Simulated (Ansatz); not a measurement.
**AlNi: strain and displacement**

```yaml
crystal:
  lattice:
    - [2.88100, 0.00000, 0.00000]
    - [0.00000, 2.88100, 0.00000]
    - [0.00000, 0.00000, 2.88100]
  atoms:
    - { symbol: Al, position: [0.00000, 0.00000, 0.00000] }
    - { symbol: Ni, position: [0.50000, 0.50000, 0.50000] }
```

Atom numbers follow the list: Al1, Ni2.

Conventional cell: a = 2.881 Å, b = 2.881 Å, c = 2.881 Å, α = 90.00°, β = 90.00°, γ = 90.00°. Al (atom 1) has 8 Ni at 2.50 Å as nearest neighbours. Ni (atom 2) has 8 Al at 2.50 Å as nearest neighbours.

The geometry is COD entry 9008802, unchecked; take it as a test cell.

All numbers below come from Ansatz 0.2.0, DFT, PBEsol, PAW with Ansatz's default frozen-core files, scalar-relativistic.

The runs use a Γ-centred 13×13×13 k mesh, Fermi–Dirac smearing of 0.05 eV, cutoff 420 eV, spin-polarised from start moments Ni2 1.5 μB (the moments died away, and the run ended non-magnetic); the PAW files were made with PBE, and the program remakes their frozen cores for this functional.

The unchanged cell is at -3.34 GPa.

In a metal, stresses and small energies carry noise from the k mesh.

x, y and z are the Cartesian axes of the cell as listed; fractional coordinates follow a strain, and an engineering shear is twice the off-diagonal strain component.

Task: One change gave: energy change +13.2 meV/atom; stress change (xx, yy, zz, yz, xz, xy) 0.56, 0.56, 0.56, 4.02, 4.02, 4.02 GPa, compression positive. Which change was it?
A. equal xy, yz and zx engineering shear strains of -2 %
B. equal xy, yz and zx engineering shear strains of -3 %
C. equal xy, yz and zx engineering shear strains of -1 %
D. equal xy, yz and zx engineering shear strains of +2 %
E. equal xy, yz and zx engineering shear strains of +1 %
F. equal xy, yz and zx engineering shear strains of +3 %

Result: B. For equal xy, yz and zx engineering shear strains of -2 %: energy change +5.8 meV/atom; stress change (xx, yy, zz, yz, xz, xy) 0.25, 0.25, 0.25, 2.62, 2.62, 2.62 GPa, compression positive. For equal xy, yz and zx engineering shear strains of +1 %: energy change +1.4 meV/atom; stress change (xx, yy, zz, yz, xz, xy) 0.06, 0.06, 0.06, -1.22, -1.22, -1.22 GPa, compression positive. For equal xy, yz and zx engineering shear strains of +3 %: energy change +11.6 meV/atom; stress change (xx, yy, zz, yz, xz, xy) 0.49, 0.49, 0.49, -3.42, -3.42, -3.42 GPa, compression positive. For equal xy, yz and zx engineering shear strains of -1 %: energy change +1.4 meV/atom; stress change (xx, yy, zz, yz, xz, xy) 0.06, 0.06, 0.06, 1.29, 1.29, 1.29 GPa, compression positive. For equal xy, yz and zx engineering shear strains of +2 %: energy change +5.3 meV/atom; stress change (xx, yy, zz, yz, xz, xy) 0.22, 0.22, 0.22, -2.37, -2.37, -2.37 GPa, compression positive.
